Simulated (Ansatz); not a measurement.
Computed properties of SiBCN

SiBCN:
```
SiBCN
1.0
    2.86167     0.00000     0.00000
   -1.43084     2.47828     0.00000
    0.00000     0.00000     4.63498
B Si C N
1 1 1 1
Direct
  0.33333   0.66667   0.49141
  0.66667   0.33333   0.00172
  0.33333   0.66667   0.14590
  0.66667   0.33333   0.61096
```

Space group P3m1 (No. 156); conventional cell a = b = 2.862 Å, c = 4.635 Å, α = β = 90.00°, γ = 120.00°.

Method: DFT-PBEsol in the program Ansatz with PAW potentials. The cell and atoms are relaxed at this level. Other levels are named where they apply.

Cell and energy:

| Quantity | Value |
|---|---|
| Volume per atom | 8.22 Å³ |
| Density | 3.28 g/cm³ |
| Formation energy from the elements (no fitted shifts) | -0.41 eV/atom |

Electronic structure:

| Property | Result |
|---|---|
| Band gap | 2.40 eV (indirect) |
| Valence-band maximum | at Γ |
| Conduction-band minimum | at K (2 equivalent valleys) |
| Smallest direct gap on the standard path | 3.71 eV |
| Electron effective mass | 0.28, 0.52, 0.52 mₑ (principal values) |
| Hole effective mass, band 1 of 2 at the edge | 1.6 along x (mₑ) |
| Hole effective mass, band 2 of 2 at the edge | 0.30 along x (mₑ) |
| HSE06 gap on the PBEsol cell | 3.59 eV |

Mechanics:

| Item | Result |
|---|---|
| Bulk modulus (Birch–Murnaghan fit) | 264 GPa |
| Pressure derivative B′ | 3.8 |
| Elastic constants (relaxed ions, GPa) | C11 = 524, C12 = 153, C13 = 77.5, C14 = 42.4, C33 = 731, C44 = 176 |
| Mechanical stability | stable (all eigenvalues of C positive) |
| Hill bulk and shear moduli | 265 and 196 GPa |
| Young's modulus | 472 GPa |
| Poisson's ratio | 0.20 |
| Debye temperature from the elastic constants | 1260 K |
| Piezoelectric stress constants (proper, relaxed ions, C/m²) | e15 = e24 = -0.59, e16 = e21 = 1.80, e22 = -1.80, e31 = e32 = -0.04, e33 = -0.11 |

Dielectric response:

| Item | Value |
|---|---|
| Electronic dielectric constant ε∞ (DFPT) | 6.06 (xx = yy), 5.97 (zz) |
| Static dielectric constant ε0 (ions relaxed, cell fixed) | 11.4 (xx = yy), 9.09 (zz) |
| Born charges (a third of the trace) | B +2.05, Si +2.85, C -2.59, N -2.32 e |
| Largest static χ(2) component | 12 pm/V |

Phonons:

| Item | Value |
|---|---|
| Highest zone-centre frequency (without LO–TO term) | 1010 cm⁻¹ |
| Zone-centre stability | no imaginary mode at Γ |
| Dynamical stability on the path | stable (no imaginary branch) |
| Zero-point energy | 119.6 meV/atom |
| Vibrational entropy at 300 K | 7.7 J/(K·mol of atoms) |

The start of the workflow was typed in or built on a structure type; neither database checked (COD, Materials Project) lists it. Its standing as an ambient phase is unchecked. The cell was relaxed with PBEsol under the symmetry of its start. The volume moved by -19 % from the start of the relaxation. Signs of piezoelectric constants follow the polarity of the cell as given. The references are the lowest solids computed at this level, not always the standard phases (solids in place of the gases).

Potentials: the earlier of the program's two PAW sets. The files were generated under PBE; for other functionals the program regenerates the frozen cores, and for LDA and PBEsol the local potential too.
